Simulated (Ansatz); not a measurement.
Relaxed-ion elastic tensor of AlRu$_{2}$C in space group P6_3/mmc (No. 194; Al on 2d, Ru on 4f, C on 2a) in GPa (Voigt order), the program Ansatz at the r²SCAN level (PAW); density 8.35 g/cm³, 11.98 Å³ per atom.

```
 306   151   192   0.0   0.0   0.0
 151   306   192   0.0   0.0   0.0
 192   192   455   0.0   0.0   0.0
 0.0   0.0   0.0  70.2   0.0   0.0
 0.0   0.0   0.0   0.0  70.2   0.0
 0.0   0.0   0.0   0.0   0.0  77.5
```

Q: Is the crystal mechanically stable?

A: Yes: the smallest eigenvalue of C is 70.2 GPa.

Q: Work out the Voigt, Reuss and Hill averages.

A: K_V = 237, K_R = 224, K_H = 231; G_V = 79.0, G_R = 77.0, G_H = 78.0 GPa.

Q: Give Young's modulus, Poisson's ratio, Pugh's ratio and the universal anisotropy index.

A: E = 9KG/(3K + G) = 210 GPa; ν = 0.35; K/G = 2.96 (ductile by the Pugh limit of 1.75); A_U = 5G_V/G_R + K_V/K_R − 6 = 0.19.

Q: Estimate the sound speeds and the Debye temperature.

A: v_l = √((K + 4G/3)/ρ) = 6330 m/s, v_t = √(G/ρ) = 3060 m/s, mean 3440 m/s; Θ = (h/k)(3n/4πV)^(1/3) v_m = 447 K.

Q: How much does each axis shrink under pressure?

A: Linear compressibilities β_i = Σ_j S_ij (j = 1 to 3): x 2.0, y 2.0, z 0.54 per TPa.

The start of the workflow was typed in or built on a structure type; neither database checked (COD, Materials Project) lists it. Its standing as an ambient phase is unchecked. Symmetry was held in the r²SCAN relaxation; whether a distortion lowers the energy is not shown. No spin polarisation was allowed. As this level gives no gap, shear constants depend on the k-mesh and smearing (Fermi–Dirac, 0.1 eV here). On the denser mesh and wider smearing of the elastic run this cell carries a stress of 0.4 GPa.

Potentials: the earlier of the program's two PAW sets.
